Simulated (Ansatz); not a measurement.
TiYS2 in space group P-3m1 (No. 164; S on 2d, Ti on 1a, Y on 1b), DFT-r²SCAN+D4 in the program Ansatz with PAW potentials, all energies at zero smearing, with the estimated change up to a 700 eV cutoff added, with one set of potentials and settings (totals compare only within such a set). Cell of 4 atoms (2 S, 1 Ti, 1 Y): -8183.260 eV.

```csv
element,reference phase,E (eV/atom)
S,"P2/c, 32 atoms in the cell",-905.9104
Ti,"P6/mmm, 3 atoms in the cell",-2504.4584
Y,"P6_3/mmc, 2 atoms in the cell",-3859.7811
```

Formation energy per atom, worked out: (-8183.260 − 2×(-905.9104) − 1×(-2504.4584) − 1×(-3859.7811))/4 = -1.800 eV/atom (-174 kJ per mol of atoms), at 0 K, without zero-point energy or fitted corrections.

The cell is a constructed one: a structure type filled with these elements; neither database checked (COD, Materials Project) lists it. Its standing as an ambient phase is unchecked. Symmetry was held in the r²SCAN+D4 relaxation; whether a distortion lowers the energy is not shown. No spin polarisation was allowed. The references are the lowest solids computed at this level, not always the standard phases.

Potentials: the later of the program's two PAW sets.
